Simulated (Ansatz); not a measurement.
## SiO2: what each run costs

Cell: 12 atoms, space group P4_12_12, a = 4.950 Å, b = 4.950 Å, c = 6.926 Å, α = 90.00°, β = 90.00°, γ = 90.00°.

All runs are DFT with Ansatz 0.2.0 on 1 thread of Intel Xeon Platinum 8375C CPU @ 2.90GHz (Ice Lake) (x86_64; 16 cores open to the job, memory cap 2.5 GiB, no GPU), a shared host.

**Question.** Rank the runs by wall time, shortest first.
A. single point, PBE, 420 eV, 5×5×4 k-points, smearing 0.02 eV
B. relaxation of the ions, PBE, 420 eV, 5×5×4 k-points, smearing 0.02 eV
C. single point at relaxed positions, r2SCAN, 500 eV, 5×5×4 k-points, smearing 0.02 eV

**Answer.** A (12 s, 0.47 GiB), C (24 s, 0.79 GiB), B (42 s, 0.51 GiB).
